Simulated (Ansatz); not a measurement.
Tc₃Ir:
```xyz
8
Lattice="5.4914 0.0000 0.0000 -2.7457 4.7557 0.0000 0.0000 0.0000 4.3326" Properties=species:S:1:pos:R:3 pbc="T T T"
Tc     4.1638     0.7665     3.2495
Tc    -1.4181     3.9892     1.0832
Tc     1.4181     3.9892     1.0832
Tc     1.3276     0.7665     3.2495
Tc     2.7457     3.2227     3.2495
Tc     0.0000     1.5330     1.0832
Ir     2.7457     1.5852     1.0832
Ir     0.0000     3.1705     3.2495
```

Relaxed with r²SCAN. Special points in fractions of this cell's reciprocal vectors: Γ (0.000, 0.000, 0.000); M (0.500, 0.000, 0.000); K (0.333, 0.333, 0.000); A (0.000, 0.000, 0.500); L (0.500, 0.000, 0.500); H (0.333, 0.333, 0.500).

List the band energies nearest the Fermi level at these points for r²SCAN (plane waves, PAW; program Ansatz).

In eV from the Fermi level; about four levels below and three above (degenerate sets whole), none deeper than 8.9 eV; points with the same levels are listed once.

```
k                                below                          above
-  -----------------------------------  -----------------------------
Γ              -0.81 -0.81 -0.75 -0.75                 1.43 2.22 2.22
M              -0.74 -0.31 -0.02 -0.01                 0.26 0.54 0.69
K        -0.67 -0.67 -0.33 -0.21 -0.21                 0.72 0.72 0.93
A  -0.74 -0.74 -0.74 -0.74 -0.06 -0.06  0.66 0.66 1.07 1.07 1.07 1.07
L              -0.95 -0.95 -0.25 -0.25            1.32 1.32 1.70 1.70
H              -0.83 -0.83 -0.19 -0.19            1.95 1.95 1.98 1.98
```

Space group P6_3/mmc. The workflow started from a Materials Project entry (that database holds measured and hypothetical structures alike); the Crystallography Open Database copy checked does not list it. With Tc and Ir taken as one species the cell has the higher symmetry P6_3/mmc, so it may be an ordered model of a mixed-site phase. Whether it is the stable phase at ambient conditions was not checked. Symmetry was held in the r²SCAN relaxation; its stability against distortions is not shown here. The run is not spin-polarised. Spin–orbit coupling is left out wherever it is not named.

Potentials: the later of the program's two PAW sets.
